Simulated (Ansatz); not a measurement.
PbS:
```
CELL_PARAMETERS angstrom
      4.22526     0.00000     0.00000
      0.00000     5.97137     0.00000
      0.00000     0.00000     4.22527
ATOMIC_POSITIONS crystal
  Pb 0.50000 0.50000 0.24992
  Pb 0.00000 0.00000 0.75008
  S  0.00000 0.50000 0.75008
  S  0.50000 0.00000 0.24992
```

Relaxed with r²SCAN.

Question: Map the electron localisation function on the plane through (0.500, 0.500, 0.250) spanned by u = [0, 1, 0] and v = [1, 0, 1] in lattice vectors, from DFT-r²SCAN in the program Ansatz with PAW potentials.

Answer: x is the fraction of u, y of v (the angle between them is 90°; rows are the nearest grid lines); atoms in the plane: Pb at (0.00, 0.00), Pb at (0.50, 0.50), S at (0.00, 0.50), S at (0.50, 1.00).
```
y \ x   0.000  0.100  0.167  0.267  0.367  0.467  0.533  0.633  0.733  0.833  0.900   1.00
------  -----  -----  -----  -----  -----  -----  -----  -----  -----  -----  -----  -----
1.00    0.007  0.235  0.402  0.355  0.864  0.028  0.028  0.864  0.355  0.402  0.235  0.007
0.933   0.042  0.368  0.375  0.315  0.857  0.527  0.527  0.857  0.315  0.375  0.368  0.042
0.833   0.402  0.338  0.215  0.141  0.677  0.824  0.824  0.677  0.141  0.215  0.338  0.402
0.767   0.209  0.163  0.090  0.049  0.206  0.343  0.343  0.206  0.049  0.090  0.163  0.209
0.700   0.669  0.553  0.316  0.059  0.182  0.267  0.267  0.182  0.059  0.316  0.553  0.669
0.600   0.779  0.858  0.756  0.163  0.426  0.275  0.275  0.426  0.163  0.756  0.858  0.779
0.533   0.030  0.802  0.824  0.205  0.426  0.009  0.009  0.426  0.205  0.824  0.802  0.030
0.467   0.031  0.803  0.824  0.205  0.426  0.009  0.009  0.426  0.205  0.824  0.803  0.031
0.400   0.780  0.858  0.755  0.163  0.426  0.276  0.276  0.426  0.163  0.755  0.858  0.780
0.300   0.667  0.552  0.315  0.059  0.182  0.266  0.266  0.182  0.059  0.315  0.552  0.667
0.233   0.209  0.162  0.090  0.049  0.206  0.343  0.343  0.206  0.049  0.090  0.162  0.209
0.167   0.402  0.338  0.215  0.141  0.677  0.824  0.824  0.677  0.141  0.215  0.338  0.402
0.0667  0.042  0.368  0.375  0.315  0.857  0.528  0.528  0.857  0.315  0.375  0.368  0.042
0.000   0.007  0.235  0.402  0.355  0.864  0.028  0.028  0.864  0.355  0.402  0.235  0.007
```

The density is the valence pseudo-density with augmentation charge, so density and ELF within about 1 Å of a nucleus are not all-electron values.

Space group Fm-3m (rock salt). Symmetry was held in the r²SCAN relaxation. Spin–orbit coupling is left out wherever it is not named.

Potentials: the later of the program's two PAW sets.
